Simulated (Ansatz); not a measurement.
**Sc: frozen-core PAW against all-electron methods**

```yaml
crystal:
  lattice:
    - [3.26408, 0.00000, 0.00000]
    - [-1.63204, 2.82678, 0.00000]
    - [0.00000, 0.00000, 5.19680]
  atoms:
    - { symbol: Sc, position: [0.33333, 0.66667, 0.25000] }
    - { symbol: Sc, position: [0.66667, 0.33333, 0.75000] }
```

Atoms are numbered in the order listed.

The cell comes from COD entry 9011704, which wasn't checked; take it as a given geometry. The listed cell was then made from it by scaling, straining or moving an atom.

Levels of theory: DFT, LDA, PAW with Ansatz's default frozen-core files, scalar-relativistic (Ansatz 0.2.0); DFT, LDA, all-electron PAW with datasets made for the crystal, scalar-relativistic (Ansatz 0.2.0); DFT, LDA, all-electron LAPW, scalar-relativistic (Ansatz 0.2.0).

For PAW: a Γ-centred 13×13×7 k mesh, Fermi–Dirac smearing of 0.03 eV, cutoff 420 eV, no spin polarisation; the PAW files were made with PBE, and the program remakes their frozen cores for this functional. The crystal-made all-electron datasets (AE datasets) take a cutoff of 220 eV at this cell. LAPW targets a basis error of 0.5 meV/atom. The Ansatz runs share mesh, smearing and spin set-up. Plane-wave (PAW) pressures include the program's estimate of the Pulay term.

Stress and pressure are positive in compression.

The change that made this cell: volume scaled by 0.96.

In a metal, gradients converge slowly with the k mesh: the values move by tens of per cent from one mesh to another, at times in sign, so only the comparison on one mesh counts.

| quantity | PAW | AE datasets | LAPW |
| --- | --- | --- | --- |
| pressure (GPa) | -3.39 | -3.38 | -3.38 |
| stress xx (GPa) | -2.72 | -2.71 | -2.71 |
| stress zz (GPa) | -4.73 | -4.73 | -4.73 |
| field gradient Vzz at Sc1 (10²¹ V/m²) | 0.98 | 1.00 | – |

PAW's pressure differs from the LAPW value by about 0.01 GPa or less.
